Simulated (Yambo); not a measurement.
CuI (wurtzite, space group P6_3mc, No. 186), G0W0@PBEsol in Yambo with this input:

```
rim_cut
gw0
dyson
el_el_corr
HF_and_locXC
ppa
em1d
RandQpts= 1000000
RandGvec= 1 Ry
EXXRLvcs= 92 Ry
VXCRLvcs= 368 Ry
Chimod= "HARTREE"
% BndsRnXp
 9 | 206 |
%
NGsBlkXp= 8 Ry
% LongDrXp
 1.0 | 1.0 | 1.0 |
%
PPAPntXp= 27.2114 eV
% GbndRnge
 1 | 206 |
%
GTermKind= "BG"
DysSolver= "n"
ExtendOut
```

On a 3×3×2 mesh, with wavefunctions cut at 92 Ry, the gap (Γ → Γ) is 2.151 eV and the valence edge shifts by -0.598 eV.

Task: What happens with this change: no terminator?

Result: The gap falls by 0.092 eV, to 2.059 eV; the shift of the valence edge becomes -0.436 eV. Neither run is shown to be the converged limit.

Spin-orbit coupling is not included.

Geometry relaxed with PBEsol; primitive cell a = 4.182 Å, b = 4.182 Å, c = 6.898 Å, α = 90.00°, β = 90.00°, γ = 120.00°.

This is not the ordinary phase of the substance.

A shift is the quasiparticle energy of the state minus its PBEsol energy.
